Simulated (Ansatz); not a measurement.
Relaxed Ca (fcc, Cu type):

```
Ca
1.0
    5.56846     0.00000     0.00000
    0.00000     5.56846     0.00000
    0.00000     0.00000     5.56846
Ca
4
Direct
  0.00000   0.00000   0.00000
  0.50000   0.50000   0.00000
  0.50000   0.00000   0.50000
  0.00000   0.50000   0.50000
```

In each cell atom 2 (Ca, nearest neighbour Ca at 3.937 Å; its periodic images, 5.6 Å or more away, move with it) moves by s·(1.000, 0.000, 0.000) (along Cartesian x), the rest being held.

All values below come from r2SCAN (plane waves to 500 eV, PAW, scalar-relativistic; Ansatz, a first-principles code). k mesh 7×7×7 (Γ-centred), Fermi-Dirac smearing 0.05 eV. The energy includes the smearing's −TS. With partly filled bands, energies and forces of such displacements shift with the k mesh and the smearing. Ca was relaxed with its symmetry unable to fall. The zero of ΔE is the undisplaced structure. The last digit holds for this mesh only.

```csv
s (Å),ΔE (meV/cell)
-0.790,735.2
-0.632,470.3
-0.474,263.8
-0.316,withheld
-0.158,29.1
0.000,0.0
0.158,29.1
0.316,withheld
0.474,263.8
0.632,470.3
0.790,735.2
```

### Question
Fit an even polynomial form (powers 2, 4, 6) to the given rows and predict ΔE at s = -0.316.

### Answer
Least squares on the 9 given rows: ΔE = (1166)·s² + (45.74)·s⁴ + (-42.29)·s⁶, in meV/cell with s in Å; root-mean-square residual 0.03 meV/cell. At -0.316 the fit gives 116.8 meV/cell; the calculation gives 116.9 meV/cell, so the interpolation is off by -0.1 (-0.1 %). The quadratic term alone would give 116.4 meV/cell.

(A displaced cell: forces are minus the slopes of the energy, force constants its curvatures, and phonons follow from these.)
